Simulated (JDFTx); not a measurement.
HfN(100) slab cut from bulk HfN (space group Fm-3m, indices of the conventional cell, lattice of the Materials Project entry mp-2828, not re-optimised): 8 atoms in 4 planes, a 1x1 cell of 10.18 Å² (|a| = 3.190, |b| = 3.190 Å), 6.9 Å between the outermost planes, Hf/N outermost, slab composition Hf4N4, cell height 22.8 Å, 6×6×1 k mesh, Fermi smearing 0.01 Ha, no spin polarisation. Whether this polymorph is the ambient one wasn't checked. Neither spin polarisation nor a larger cell was tried.

Method: PBE, GBRV ultrasoft potentials, plane waves to 20/100 Ha, in JDFTx (a modified build). Liquid on both sides: CANDLE, water, 1 M NaCl; nuclei fixed. 

Charging data:

| U − U_pzc (V) | σ (μC/cm²) |
|---|---|
| 0.00 | 0.00 |
| 0.50 | 11.44 |
| 0.70 | 14.30 |
| 0.90 | 16.97 |

A calculation by hand: a check of Lippmann's equation. The grand free energy per area against the neutral slab, Δγ = [F(N) − F(N₀) − μ(N − N₀)]/2A, is taken from the total energies of the same runs.

```json
[
 {"U − U_pzc (V)": "0.00", "Δγ (mJ/m²)": "0.0"},
 {"U − U_pzc (V)": "0.50", "Δγ (mJ/m²)": "-34.2"},
 {"U − U_pzc (V)": "0.70", "Δγ (mJ/m²)": "-60.0"},
 {"U − U_pzc (V)": "0.90", "Δγ (mJ/m²)": "-91.3"}
]
```

Δγ is largest at zero charge and falls away from it, as dγ/dU = −σ demands. At 0.90 V the computed -91.3 mJ/m² stands beside -76.1 mJ/m² from the constant-capacitance formula.
